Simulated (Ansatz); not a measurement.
Relaxed As (space group R-3m):

```xyz
4
Lattice="3.7600 2.1709 6.6567 0.0000 2.1709 6.6567 0.0000 -2.1709 3.3284" Properties=species:S:1:pos:R:3 pbc="T T T"
As     3.7600     2.1709     8.9584
As     1.8800     1.0854     5.6301
As     3.7600     2.1709    14.3402
As     1.8800     1.0854    11.0118
```

A phonon eigenvector at F = (0.5, 0.5, 0.0) is frozen into this cell: atom i moves by Q times the vector below, so Q is the largest atomic displacement, in Å. The cell is held. (q is in reciprocal vectors of the primitive cell; the cell shown is doubled to hold the pattern.)

```csv
atom,x,y,z
As1,0.000,0.882,0.472
As2,0.000,-0.882,-0.472
As3,0.000,-0.882,-0.472
As4,0.000,0.882,0.472
```

Calculation: LDA (plane waves to 420 eV, PAW, scalar-relativistic; Ansatz, a quantum-chemistry and plane-wave program). k mesh 11×11×11 (Γ-centred), Fermi-Dirac smearing 0.05 eV. E stands for the smeared free energy. With partly filled bands, energies and forces of such displacements shift with the k mesh and the smearing. As was relaxed with its symmetry unable to fall. ΔE is measured from the undisplaced structure. The last digit holds for this mesh only.

```tsv
Q (Å)	ΔE (meV/cell)
-0.1000	withheld
-0.0833	122.7
-0.0667	77.5
-0.0500	43.2
-0.0333	19.1
-0.0167	4.8
0.0000	0.0
0.0167	4.8
0.0333	19.1
0.0500	43.2
0.0667	77.5
0.0833	122.7
0.1000	withheld
```

Problem. Fit an even polynomial form (powers 2, 4) to the given rows and predict ΔE at Q = 0.1000.

Solution. Least squares on the 11 given rows: ΔE = (17030)·Q² + (93480)·Q⁴, in meV/cell with Q in Å; root-mean-square residual 0.07 meV/cell. At 0.1000 the fit gives 179.6 meV/cell; the calculation gives 179.6 meV/cell, the same to the digits shown. The quadratic term alone would give 170.3 meV/cell.

(For displaced atoms, the force is minus the slope of the energy, and its curvature is a force constant, which sets phonon frequencies.)
